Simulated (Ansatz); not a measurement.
TiPt3:
Space group P6₃/mmc (No. 194); a = b = 5.5516 Å, c = 9.0348 Å, α = β = 90.00°, γ = 120.00°

```tsv
atom	site	symmetry	x	y	z
Ti	2a	-3m.	0.0000	0.0000	0.0000
Ti	2c	-6m2	0.3333	0.6667	0.2500
Pt	6g	.2/m.	0.5000	0.5000	0.5000
Pt	6h	mm2	0.3337	0.1668	0.2500
```

Relaxed with r²SCAN.

Q: Tabulate the valence density and the electron localisation function along the shortest Pt–Pt contact (2.77 Å), the program Ansatz at the r²SCAN level (PAW).

A: 

```tsv
distance from Pt (Å)	density (e/Å³)	ELF
0.28	10.42	0.68
0.42	8.45	0.67
0.55	5.97	0.63
0.69	3.60	0.55
0.83	1.86	0.43
0.97	0.94	0.33
1.11	0.58	0.28
1.25	0.43	0.28
1.38	0.39	0.29
1.52	0.43	0.28
1.66	0.58	0.28
1.80	0.94	0.33
1.94	1.87	0.45
2.08	3.63	0.56
2.22	6.03	0.64
2.35	8.50	0.68
2.49	10.44	0.68
```

The density is the valence pseudo-density with augmentation charge, so density and ELF within about 1 Å of a nucleus are not all-electron values.

Space group P6_3/mmc. The first step of the workflow began from a Materials Project structure, measured or hypothetical; the Crystallography Open Database copy checked does not list it. COD files the formula under space group No. 164, 221. Whether it is the stable phase at ambient conditions was not checked. Symmetry was held in the r²SCAN relaxation; its stability against distortions is not shown here. The run is not spin-polarised. Axis ratios of metals converge slowly with the k-mesh, so a and c are less sure than the volume. Scalar-relativistic: spin–orbit coupling is off unless named, which matters more the heavier the elements.

Potentials: the later of the program's two PAW sets.
